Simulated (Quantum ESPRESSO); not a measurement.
Na4ClF3, space group Pm-3m (No. 221):

```
CELL_PARAMETERS angstrom
      5.02705     0.00000     0.00000
      0.00000     5.02705     0.00000
      0.00000     0.00000     5.02705
ATOMIC_POSITIONS crystal
  Na 0.00000 0.00000 0.00000
  Cl 0.50000 0.00000 0.00000
  Na 0.00000 0.50000 0.50000
  F  0.50000 0.50000 0.50000
  Na 0.50000 0.00000 0.50000
  F  0.00000 0.00000 0.50000
  Na 0.50000 0.50000 0.00000
  F  0.00000 0.50000 0.00000
```
The cell was made here from a computed Materials Project entry: one of 4 F replaced by Cl, cell and atoms relaxed (PBE without dispersion, pw.x of a modified build of Quantum ESPRESSO, symmetry kept). The parent is NaF in Fm-3m. The swapped cell is a model, not a known phase. Stability against distortions was not tested.

```json
[
 {"site": "Na1", "Wyckoff letter": "c", "site symmetry": "4/mmm"},
 {"site": "Cl", "Wyckoff letter": "b", "site symmetry": "m-3m"},
 {"site": "Na2", "Wyckoff letter": "a", "site symmetry": "m-3m"},
 {"site": "F", "Wyckoff letter": "d", "site symmetry": "4/mmm"}
]
```

Cores are frozen. Against all-electron runs on small test molecules, this scheme's |Vzz| missed by −6 to +4 % (−29 % in KF) on F. Na had no test against all-electron runs.

Q: Where does symmetry force the field gradient to vanish or to be axial, and what does PBE PAW (JTH datasets; density from pw.x of Quantum ESPRESSO, gradients reconstructed from it by a script) give?

A: 
```
site                                by symmetry  Vzz (a.u.)   η_Q
----  -----------------------------------------  ----------  ----
Na1   axial, η = 0 (an axis of order 3 or more)      -0.090  0.00
Cl                        vanishes (cubic site)           0     –
Na2                       vanishes (cubic site)           0     –
F     axial, η = 0 (an axis of order 3 or more)       0.025  0.00
```
